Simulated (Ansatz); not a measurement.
This cell of MoS$_{2}$ (3R-MoS2 type, space group R3m) is off equilibrium:

```
MoS2
1.0
    1.58761     0.91661     6.19494
   -1.58761     0.91661     6.19494
    0.00000    -1.83321     6.19494
Mo S
1 2
Direct
  0.00775   0.00775   0.00775
  0.75030   0.75030   0.75030
  0.58300   0.58300   0.58300
```

Calculation: r2SCAN+rVV10 (plane waves to 500 eV, PAW, scalar-relativistic; Ansatz, a first-principles code). k mesh 10×10×10 (Γ-centred), Fermi-Dirac smearing 0.05 eV. The energy includes the smearing's −TS. Stress and pressure are positive under compression. As the smearing reaches across the gap at some points, energies and forces of such displacements shift with the k mesh and the smearing. MoS2 is run without spin polarisation. MoS2 was relaxed with its symmetry unable to fall. This is one of several known forms of MoS2; the measured ambient cells at hand have space group No. 194.

Question: What forces act on the atoms (eV/Å, Cartesian)?

Answer: 
```tsv
atom	Fx	Fy	Fz
Mo1	0.000	0.000	-4.414
S2	0.000	0.000	2.579
S3	0.000	0.000	1.835
```

Question: Give the stress tensor in GPa and the pressure.

Answer: 
```
    2.1      0.0      0.0
    0.0      2.1      0.0
    0.0      0.0      1.3
```
The pressure, a third of the trace, is 1.8 GPa.

Question: In it atom 1 sits (0.000, 0.000, 0.144) Å away from its relaxed site. What is its energy relative to the relaxed cell?

Answer: 320 meV/cell.

(For displaced atoms, the force is minus the slope of the energy, and its curvature is a force constant, which sets phonon frequencies.)
